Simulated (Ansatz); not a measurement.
Sc2SiB2 in space group P-6m2 (No. 187; Sc on 2h, Si on 1a, B on 1b, B on 1f) at seven volumes, DFT-PBEsol in the program Ansatz with PAW potentials, shape and atoms relaxed at each. One row is withheld.

| V (Å³/atom) | P (GPa) |
|---|---|
| 11.964 | 15.81 |
| 12.358 | 9.74 |
| 12.753 | 4.51 |
| 13.147 | 0.00 |
| 13.541 | -3.88 |
| 13.936 | ? |
| 14.330 | -10.07 |

**Question.** Fit the shown pressures and predict the withheld one.

**Answer.** Third-order Birch–Murnaghan: P = (3/2)B₀(x^(7/2) − x^(5/2))[1 + (3/4)(B′ − 4)(x − 1)] with x = (V₀/V)^(2/3). Least squares on the six rows gives V₀ = 13.147 Å³/atom, B₀ = 138.9 GPa, B′ = 3.99. At V = 13.936, x = 0.9619 and P = -7.21 GPa. The run itself gave -7.21 GPa.

The start of the workflow was typed in or built on a structure type; neither database checked (COD, Materials Project) lists it. Its standing as an ambient phase is unchecked. The cell was relaxed with PBEsol under the symmetry of its start; whether a distortion lowers the energy is not shown. The run is not spin-polarised.

Potentials: the earlier of the program's two PAW sets. The files were generated under PBE; for other functionals the program regenerates the frozen cores, and for LDA and PBEsol the local potential too.
